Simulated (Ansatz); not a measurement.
## Ga₄ICl₃: start and end of a relaxation

The cell of Ga₄ICl₃ is invented: ordered mixture on the anion sites of caesium chloride (Im-3m, No. 229) (occupants of the shared sites, in ratio, I: 1, Cl: 3). Lengths were set from tabulated atomic sizes, so they are only a guess.

start.cif

```cif
data_structure
_symmetry_space_group_name_H-M 'Im-3m'
_symmetry_Int_Tables_number 229
_cell_length_a 6.9605
_cell_length_b 6.9605
_cell_length_c 6.9605
_cell_angle_alpha 90.000
_cell_angle_beta 90.000
_cell_angle_gamma 90.000
_cell_volume 337.23
loop_
_atom_site_label
_atom_site_type_symbol
_atom_site_symmetry_multiplicity
_atom_site_Wyckoff_symbol
_atom_site_fract_x
_atom_site_fract_y
_atom_site_fract_z
_atom_site_occupancy
Ga1 Ga 8 c 0.25000 0.25000 0.25000 1
I1 I 2 a 0.00000 0.00000 0.00000 1
Cl1 Cl 6 b 0.00000 0.00000 0.50000 1
```

Level of theory: Ansatz, DFT PBE, scalar-relativistic, plane waves, PAW. Cutoff 420 eV, Gaussian smearing, Γ-centred meshes. Cell and atoms relax first on a coarse mesh and then on a converged one. In between, the cell is made exact in the group found at 0.06 Å. The steps can't lower the symmetry of their start. No spin polarisation.

end.cif

```cif
data_structure
_symmetry_space_group_name_H-M 'Im-3m'
_symmetry_Int_Tables_number 229
_cell_length_a 7.5680
_cell_length_b 7.5680
_cell_length_c 7.5680
_cell_angle_alpha 90.000
_cell_angle_beta 90.000
_cell_angle_gamma 90.000
_cell_volume 433.46
loop_
_atom_site_label
_atom_site_type_symbol
_atom_site_symmetry_multiplicity
_atom_site_Wyckoff_symbol
_atom_site_fract_x
_atom_site_fract_y
_atom_site_fract_z
_atom_site_occupancy
Ga1 Ga 8 c 0.25000 0.25000 0.25000 1
I1 I 2 a 0.00000 0.00000 0.00000 1
Cl1 Cl 6 b 0.00000 0.00000 0.50000 1
```

The symmetry stays Im-3m (No. 229). The volume per atom grows by 28.5 %, from 21.1 to 27.1 Å³. The shortest distance goes from 3.01 Å (Ga–Cl and Ga–I) to 3.28 Å (Ga–Cl and Ga–I). The energy falls by about 0.16 eV/atom (the start's value is from the coarse mesh).

```
Volume per atom                          : 27.09 Å³
Density                                  : 3.92 g/cm³
Energy over the elements                 : −0.525 eV/atom
Gap on the 6×6×6 mesh of the 8-atom cell : 1.21 eV
```

Formation energies are uncorrected and refer to the elements' standard structures at the same level (Cl₂ as a molecule). Whether it is stable depends on the other phases of the system, which aren't compared here.

The last run used Gaussian smearing of 0.02 eV. Spin–orbit coupling, which can matter for I, is left out. Kohn–Sham gaps at this level usually fall short of measured ones. The missing spin–orbit coupling can work the other way here. The reference form of I is held partly by dispersion forces, which this level lacks. A structure relaxed within its symmetry needn't be a true minimum. In all, the 3 runs took 91 s on 1 thread of Intel(R) Xeon(R) Platinum 8259CL CPU @ 2.50GHz (Skylake/Cascade Lake), with other jobs on the host.
